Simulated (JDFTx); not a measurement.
System: Ag(100) (Fm-3m bulk; lattice of mp-124, not re-optimised at this level), 1x1 cell of 4 atoms in 4 planes, area 8.42 Å² a face, 6.2 Å between the outermost planes in a cell 22.2 Å high; k mesh 8×8×1, Fermi width 0.01 Ha, no spin polarisation.

Computed with JDFTx (a modified build): PBE, GBRV ultrasoft potentials, plane waves to 20/100 Ha. Liquid on both sides: linear PCM (GLSSA13), water, 1 M KCl; nuclei fixed. 

Charging data:

```
U − U_pzc (V)  σ (μC/cm²)
-------------  ----------
-1.01              -15.00
-0.90              -13.55
-0.70              -10.83
-0.50               -7.96
-0.15               -2.52
0.00                 0.00
0.90                17.53
```

Working it through: a check of Lippmann's equation. The grand free energy per area against the neutral slab, Δγ = [F(N) − F(N₀) − μ(N − N₀)]/2A, is taken from the total energies of the same runs.

```
U − U_pzc (V)  Δγ (mJ/m²)
-------------  ----------
-1.01               -79.3
-0.90               -63.6
-0.70               -39.2
-0.50               -20.4
-0.15                -1.9
0.00                  0.0
0.90                -75.9
```

Δγ is largest at zero charge and falls away from it, as dγ/dU = −σ demands. At -1.01 V the computed -79.3 mJ/m² stands beside -75.7 mJ/m² from the constant-capacitance formula.
